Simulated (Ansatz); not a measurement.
Te (diamond, Fd-3m), a = 7.1821 Å, b = 7.1821 Å, c = 7.1821 Å, α = 90.00°, β = 90.00°, γ = 90.00°; the cell used has 2 atoms.

Relaxed with PBE.

**Question.** Which orbitals make up the states near the Fermi level in PBE in the plane-wave PAW code Ansatz?

**Answer.** Within 0.5 eV of the Fermi level: Te 5p 94 %. Projections are on Löwdin-orthogonalised atomic valence shells; empty p or d shells of many metals are not among them.

**Question.** Tabulate the density of states.

**Answer.** States/eV per cell of 2 atoms, in 0.25 eV bins, energy from the Fermi level.

| E (eV) | total | Te 5p | Te 5s |
|---|---|---|---|
| -7.85 | 0.00 | 0.00 | 0.00 |
| -7.60 | 0.00 | 0.00 | 0.00 |
| -7.35 | 0.00 | 0.00 | 0.00 |
| -7.10 | 0.00 | 0.00 | 0.00 |
| -6.85 | 0.00 | 0.00 | 0.00 |
| -6.60 | 0.00 | 0.00 | 0.00 |
| -6.35 | 0.00 | 0.00 | 0.00 |
| -6.10 | 0.00 | 0.00 | 0.00 |
| -5.85 | 0.00 | 0.00 | 0.00 |
| -5.60 | 0.00 | 0.00 | 0.00 |
| -5.35 | 0.00 | 0.00 | 0.00 |
| -5.10 | 0.00 | 0.00 | 0.00 |
| -4.85 | 0.00 | 0.00 | 0.00 |
| -4.60 | 0.05 | 0.05 | 0.00 |
| -4.35 | 3.52 | 3.49 | 0.01 |
| -4.10 | 3.91 | 3.88 | 0.02 |
| -3.85 | 3.65 | 3.62 | 0.02 |
| -3.60 | 3.04 | 3.02 | 0.01 |
| -3.35 | 1.38 | 1.37 | 0.01 |
| -3.10 | 0.73 | 0.70 | 0.02 |
| -2.85 | 0.94 | 0.88 | 0.06 |
| -2.60 | 1.13 | 1.04 | 0.09 |
| -2.35 | 1.24 | 1.12 | 0.11 |
| -2.10 | 1.33 | 1.19 | 0.13 |
| -1.85 | 1.45 | 1.29 | 0.15 |
| -1.60 | 1.32 | 1.17 | 0.14 |
| -1.35 | 0.74 | 0.66 | 0.07 |
| -1.10 | 0.77 | 0.70 | 0.06 |
| -0.85 | 1.18 | 1.07 | 0.08 |
| -0.60 | 1.69 | 1.56 | 0.09 |
| -0.35 | 1.99 | 1.86 | 0.09 |
| -0.10 | 2.25 | 2.11 | 0.08 |
| 0.15 | 1.74 | 1.66 | 0.02 |
| 0.40 | 1.61 | 1.55 | 0.01 |
| 0.65 | 1.79 | 1.72 | 0.01 |
| 0.90 | 2.17 | 2.07 | 0.02 |
| 1.15 | 3.56 | 3.31 | 0.03 |
| 1.40 | 3.74 | 3.45 | 0.05 |
| 1.65 | 0.94 | 0.90 | 0.00 |
| 1.90 | 0.13 | 0.12 | 0.00 |
| 2.15 | 0.00 | 0.00 | 0.00 |
| 2.40 | 0.00 | 0.00 | 0.00 |
| 2.65 | 0.00 | 0.00 | 0.00 |
| 2.90 | 0.00 | 0.00 | 0.00 |
| 3.15 | 0.00 | 0.00 | 0.00 |
| 3.40 | 0.00 | 0.00 | 0.00 |
| 3.65 | 0.00 | 0.00 | 0.00 |
| 3.90 | 0.05 | 0.00 | 0.00 |
| 4.15 | 0.10 | 0.00 | 0.00 |
| 4.40 | 0.94 | 0.01 | 0.00 |
| 4.65 | 3.00 | 0.08 | 0.00 |
| 4.90 | 2.44 | 0.05 | 0.00 |

The start of the workflow was typed in or built on a structure type; neither database checked (COD, Materials Project) lists it. It is not the phase usual at ambient conditions (space group No. 152). The cell was relaxed with PBE under the symmetry of its start; whether a distortion lowers the energy is not shown. The volume moved by 16 % from the start of the relaxation. Scalar-relativistic: spin–orbit coupling is off unless named, which matters more the heavier the elements.

Potentials: the later of the program's two PAW sets.
